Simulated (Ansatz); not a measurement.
Input file of a DFT run on Ho with Ansatz:

```yaml
crystal:
  lattice:
    - [3.6134030819, 0.0, 0.0]
    - [-1.8067015409, 3.129298863, 0.0]
    - [0.0, 0.0, 5.7945322667]
  atoms:
    - { symbol: Ho, position: [0.3333333333, 0.6666666667, 0.75], spin: 4.71 }
    - { symbol: Ho, position: [0.6666666667, 0.3333333333, 0.25], spin: 4.71 }
basis:
  ecutwfc: 500
  ecutrho_ratio: 4
kpoints:
  mp_grid: { grid: [14, 14, 8] }
  band_path:
    path:
      - [[0.0, 0.0, 0.0], [0.5, 0.0, 0.0], [0.33333333, 0.33333333, 0.0], [0.0, 0.0, 0.0], [0.0, 0.0, 0.5], [0.5, 0.0, 0.5], [0.33333333, 0.33333333, 0.5], [0.0, 0.0, 0.5]]
      - [[0.5, 0.0, 0.5], [0.5, 0.0, 0.0]]
      - [[0.33333333, 0.33333333, 0.5], [0.33333333, 0.33333333, 0.0]]
    npoints: 14
hamiltonian:
  xc: r2scan
scf:
  occupations: { method: gaussian, width: 0.05 }
  n_extra_bands: 21
output:
  forces: true
  stress: true
  eigenvalues: true
  populations: true
  hubbard: { sites: [{ species: Ho, l: f }] }
  dos: { projected: true, de: 0.02, nscf_kmesh: { grid: [21, 21, 12] } }
  bader: true
magnetization:
  spin_polarized: true
checkpoint:
  read: start.run
```

The folder start.run holds the converged state of an earlier run on the same cell; the run starts from that state's density and uses only the symmetry operations that the state has.

Before reading the output: what should come out?

Pressure 0.0 GPa, gap on the mesh zero (metallic), site spin moments Ho 4.28 μB (r²SCAN, scalar-relativistic).

The output:

```
Ho: projections on atomic orbitals take those of the free atom [Kr 4d10] 4f11 5s2 5p6 5d0 6s2, of charge +0.00 (hamiltonian.pseudopotentials.projection_atoms); the dataset's partial waves leave at most 4.5e-4 of an orbital's norm unspanned inside its sphere
scf.n_extra_bands = 21 over 21 filled bands (N_el = 42.0): the run solves 42 bands
Pseudopotentials: kind: paw
Pseudopotential: Ho, paw, valence charge 21, recommended cutoff 500 eV (meta_gga), Ho.paw.azcp
Crystal: 2 atoms, lattice volume = 65.521 Å³
Basis set: ecut = 500 eV, 1689 PW (Γ), exchange–correlation on 108×108×180 points (64 copies of the dense FFT grid, shifted against one another)
Bands: 42, of which v1, the nominal top of the filled ones, is band 21 counted from 1 (20 counted from 0)
Symmetry: 24 space group operations
Space group: P63/mmc (ITA 194), of the structure as read, at distance tolerance 4.0e-5 Å
Magnetic group: BNS 194.263 (UNI 1493), of the structure as read, at distance tolerance 4.0e-5 Å
k-points: 120 of 1568
Initial density: read from a saved state, or passed on in memory by an earlier SCF of this step, an earlier step, the calling program or the single point that the run made first
Stability of the state it starts from, as read at its close in the collinear treatment: not read, because the mixer in use, unlike msr1, does not test its closes by its own steps (another_mixer); its run was given moments
Starting moments: Σ|m| = 9.42 μB on 2 of 2 sites; this step starts from the density that it was given
Initial wavefunctions: pseudopotential atomic-orbital guess
Functional: x = r2scan, c = r2scan; τ floored in thin density (d = 2e-4 eV/Å³)
iter 1 solved again at ethr=1.15e-7 eV; its pass at ethr=3.10e-3 eV (dr2=4.83e-5 eV) is discarded
```

SCF trace (energy estimate counted from the last row; the run made several SCF loops, for ionic steps, more bands or searches for a lower state, numbered loop.iteration):
| iteration | ΔE (eV) | density residual (eV) | M (μB) |
| --- | --- | --- | --- |
| 1.1 | 0.000 | 4.76e-9 | 9.170 |
| 1.2 | 0.000 | 2.11e-8 | 9.170 |
| 2.1 | 0.000 | 2.11e-8 | 9.170 |
| 2.2 | 0.000 | 2.55e-6 | 9.169 |
| 2.3 | 0.000 | 3.74e-6 | 9.171 |
| 2.4 | 0.000 | 1.36e-9 | 9.170 |
| 3.1 | 0.000 | 2.11e-8 | 9.170 |
| 3.2 | 0.000 | 2.56e-6 | 9.169 |
| 3.3 | 0.000 | 3.75e-6 | 9.171 |
| 3.4 | 0.000 | 1.37e-9 | 9.170 |

```
SCF 3 converged in 4 iterations: F = -22663.840694 eV  dr2 = 1.37e-9
NSCF: frozen V_eff on 129 k-points
NSCF: frozen V_eff on 336 k-points
SCF converged after 2 iterations
Magnetization: 9.1697 μB (25.5848 up, 16.4152 down)
Absolute magnetization: 9.2059 μB (∫|ρ↑−ρ↓|, with the PAW one-centre terms)
Per-site moments (μB) at R_I (Å): [(4.27961, 1.47271), (4.27961, 1.47271)]
Free energy (F): -22663.840694 eV
E sigma→0 (E₀):  -22663.836299 eV
Entropy (-TS):   -0.008789 eV (-4.395 meV/atom)
Fermi energy:    11.979448 eV
--- Forces (eV/Å), atoms counted from 1 ---
  atom   1  Ho     0.00000000     0.00000000     0.00000000
  atom   2  Ho     0.00000000     0.00000000     0.00000000
--- Stress (GPa, compression-positive) ---
        0.002537       0.000000       0.000000
        0.000000       0.002537       0.000000
        0.000000       0.000000      -0.026713
  P = ⅓ Tr σ = -0.0072 GPa (-0.072 kbar)
--- Löwdin populations: 2 sites ---
  site symbol       q [e]    m [muB]
     0     Ho     20.9275     4.5402
     1     Ho     20.9275     4.5402
--- Bader charges: 2 sites ---
  site symbol  charge [e]  shift [e]    m [muB]
     0     Ho      0.0000     0.0000     4.5848
     1     Ho      0.0000     0.0000     4.5848
  estimated error of the sums over rays = 2.7e-4 e
--- Occupation matrices: 2 shells (Löwdin-built; ε = 2.00e-2, provisional) ---
  Ho0 f_4F up     Tr n = 6.9748  λ = 0.996 0.996 0.996 0.996 0.997 0.997 0.997
  Ho0 f_4F dn     Tr n = 3.1799  λ = 0.001 0.003 0.091 0.091 0.997 0.998 0.998
  Ho1 f_4F up     Tr n = 6.9748  λ = 0.996 0.996 0.996 0.996 0.997 0.997 0.997
  Ho1 f_4F dn     Tr n = 3.1799  λ = 0.001 0.003 0.091 0.091 0.997 0.998 0.998
```

Absolute energies hang on the potentials; compare differences alone.

Without a U the open 4f shell is pinned at the Fermi level, an artefact: in the real crystal it splits into occupied and empty levels away from it, and its large orbital moment is missing here. Scalar-relativistic only: spin–orbit splittings of the heavy atoms' levels are missing. The run wasn't fully tested for a lower electronic state. Site moments are of spin, integrated over atomic spheres. Only parallel moments were tried, so the real magnetic order may be another.

The open shells may stand above their lowest state, and forces and pressures are less sure for it.
